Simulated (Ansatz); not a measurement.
## SiO2: ¹⁷O nuclear quadrupole resonance

Cell: a COD entry, atoms as given.

Space group P4_12_12 (No. 92); a = 4.9501, c = 6.9259 Å.

| site | Wyckoff | site symmetry | x | y | z |
| --- | --- | --- | --- | --- | --- |
| Si | 4a | ..2 | 0.3027 | 0.3027 | 0.0000 |
| O | 8b | 1 | 0.2388 | 0.1086 | 0.1817 |

One atom of each set is listed.

The numbers come from a DFT calculation in Ansatz (PBE, plane waves and PAW, scalar-relativistic, 420 eV cutoff, Γ-centred 5×5×4 k-points, Fermi–Dirac smearing 0.02 eV).

¹⁷O: I = 5/2, Q = -25.58 mb (year-2017 value). Static lattice, zero field.

(1) The simulated lines lie at 0.865, 1.67 MHz. What are |C_Q|, η and |V_zz| at O?

Results:

(1) For I = 5/2 and η = 0 the lines are 3|C_Q|/20 and twice that; η pulls their ratio below 2. Here |C_Q| = 5.61 MHz, η = 0.16 and |V_zz| = 9.07 × 10²¹ V/m². The calculation gives V_zz positive; the lines don't show the sign. The site has 2 Si at 1.60–1.61 Å, angle 145°.

At O V_zz runs parallel to the line that joins its two neighbours (within 1°).

The calculated pressure of 7 GPa (PBE) comes largely from the unrelaxed atoms: it is 1.4 GPa once they are relaxed in the same cell. The largest force is 0.5 eV/Å, so the atoms aren't at the calculated equilibrium and relaxing them would move these values.
